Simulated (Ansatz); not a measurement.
## Structure search: one ScGaTe3 candidate

The calculation used Ansatz, DFT PBE, scalar-relativistic, plane waves, PAW. Cutoff 420 eV, Gaussian smearing, Γ-centred meshes. Cell and atoms relax first on a coarse mesh and then on a finer one. In between, the cell is made exact in the group found at 0.06 Å. In metals the finer mesh still leaves noise of several meV/atom or more. The steps can't lower the symmetry of their start. No spin polarisation in the relaxation; trial moments died out in a coarse test.

Recipe of this trial structure of ScGaTe3: random cell by space group and Wyckoff sites (R-3m, No. 166). Its size is a rough estimate.

```yaml
crystal:
  lattice:
    - [3.38558, 1.95467, 3.38274]
    - [-3.38558, 1.95467, 3.38274]
    - [0.00000, -3.90933, 3.38274]
  atoms:
    - { symbol: Sc, position: [0.00000, 0.00000, 0.00000] }
    - { symbol: Ga, position: [0.50000, 0.50000, 0.50000] }
    - { symbol: Te, position: [0.00000, 0.00000, 0.50000] }
    - { symbol: Te, position: [0.50000, 0.00000, 0.00000] }
    - { symbol: Te, position: [0.00000, 0.50000, 0.00000] }
```

Energies over the elements count from the elements' standard structures at the same level, with no fitted energy shifts.

Question: Where does the relaxation end?

Answer: The symmetry stays R-3m (No. 166). The volume per atom grows by 27.7 %, from 26.9 to 34.3 Å³. The shortest distance goes from 2.58 Å (Sc–Te) to 2.83 Å (Sc–Te). The energy falls by about 0.26 eV/atom (the start's value is from the coarse mesh). Conventional cell: a = 7.153 Å, c = 11.615 Å. Sc has 6 Te at 2.83 Å; Ga has 6 Te at 3.58 Å and 6 Te at 4.39 Å; Te is surrounded by 2 Sc at 2.83 Å, 4 Te at 3.58 Å and 2 Ga at 3.58 Å.

```cif
data_structure
_symmetry_space_group_name_H-M 'R-3m:H'
_symmetry_Int_Tables_number 166
_cell_length_a 7.1530
_cell_length_b 7.1530
_cell_length_c 11.6154
_cell_angle_alpha 90.000
_cell_angle_beta 90.000
_cell_angle_gamma 120.000
_cell_volume 514.69
loop_
_atom_site_label
_atom_site_type_symbol
_atom_site_symmetry_multiplicity
_atom_site_Wyckoff_symbol
_atom_site_fract_x
_atom_site_fract_y
_atom_site_fract_z
_atom_site_occupancy
Sc1 Sc 3 a 0.00000 0.00000 0.00000 1
Ga1 Ga 3 b 0.33333 0.66667 0.16667 1
Te1 Te 9 d 0.16667 0.33333 0.83333 1
```

Question: How does it come out in energy, and is it a metal?

Answer: The formation energy is −0.35 eV/atom. The gap on the 6×6×6 mesh of the 5-atom cell is 0 eV (a metal).

The last run used Gaussian smearing of 0.10 eV. Spin–orbit coupling, which can matter for Te, is left out. The reference form of Te is held partly by dispersion forces, which this level lacks. Symmetry constrained the relaxation, so the result can be a saddle point. In all, the 3 runs took 3.7 min on 1 thread of Intel(R) Xeon(R) Processor @ 2.50GHz (Skylake/Cascade Lake) (shared host). Another cell of ScGaTe3 relaxed alike, in P4/mmm, lies 69 meV/atom lower, so this cell isn't the stable form at this level.
